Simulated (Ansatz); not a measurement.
Computed properties of CrB₄

CrB₄:
```
CELL_PARAMETERS angstrom
      4.68147     0.00000     0.00000
      0.00000     5.44764     0.00000
      0.00000     0.00000     2.82706
ATOMIC_POSITIONS crystal
  Cr 0.50000 0.50000 0.50000
  Cr 0.00000 0.00000 0.00000
  B  0.66353 0.86808 0.50000
  B  0.33647 0.13192 0.50000
  B  0.16353 0.63192 0.00000
  B  0.83647 0.36808 0.00000
  B  0.72545 0.18003 0.50000
  B  0.27455 0.81997 0.50000
  B  0.22545 0.31997 0.00000
  B  0.77455 0.68003 0.00000
```

Space group Pnnm (No. 58); conventional cell a = 4.681 Å, b = 5.448 Å, c = 2.827 Å, α = β = γ = 90.00°.

Method: PBEsol in the plane-wave PAW code Ansatz. Geometry: relaxed at this level of theory. Other levels are named where they apply.

### Cell and energy

```
Quantity                                                      Result
-----------------------------------------------------  -------------
Volume per atom                                              7.21 Å³
Density                                                   4.39 g/cm³
Formation energy from the elements (no fitted shifts)  -0.35 eV/atom
```

### Electronic structure

```
Quantity                                                                    Result
------------------------------------  --------------------------------------------
Electronic character                                             metallic (no gap)
Density of states at the Fermi level  0.08 states/eV per atom (mean over ±0.08 eV)
```

### Mechanics

```
Item                                                                                                                                      Result
--------------------------------------------  --------------------------------------------------------------------------------------------------
Bulk modulus (Birch–Murnaghan fit)                                                                                                       275 GPa
Pressure derivative B′                                                                                                                       4.2
Elastic constants (relaxed ions, GPa)         C11 = 584, C22 = 921, C33 = 502, C12 = 73.6, C13 = 123, C23 = 105, C44 = 265, C55 = 291, C66 = 268
Mechanical stability                                                                                      stable (all eigenvalues of C positive)
Hill bulk and shear moduli                                                                                                       283 and 273 GPa
Young's modulus                                                                                                                          620 GPa
Poisson's ratio                                                                                                                             0.14
Debye temperature from the elastic constants                                                                                              1330 K
```

### Phonons

```
Quantity                                        Value
-----------------------------  ----------------------
Highest zone-centre frequency                951 cm⁻¹
Zone-centre stability          no imaginary mode at Γ
```

The first step of the workflow began from a Materials Project structure, measured or hypothetical; the Crystallography Open Database copy checked does not list it. COD files the formula under space group No. 71. Whether it is the stable phase at ambient conditions was not checked. The PBEsol relaxation kept the symmetry of its start. The run is not spin-polarised. As this level gives no gap, shear constants depend on the k-mesh and smearing (Fermi–Dirac, 0.1 eV here). As this level gives no gap, phonon frequencies hold no LO–TO term and depend on the k-mesh and smearing (Fermi–Dirac, 0.1 eV here). The references are the lowest solids computed at this level, not always the standard phases.

Potentials: the later of the program's two PAW sets.
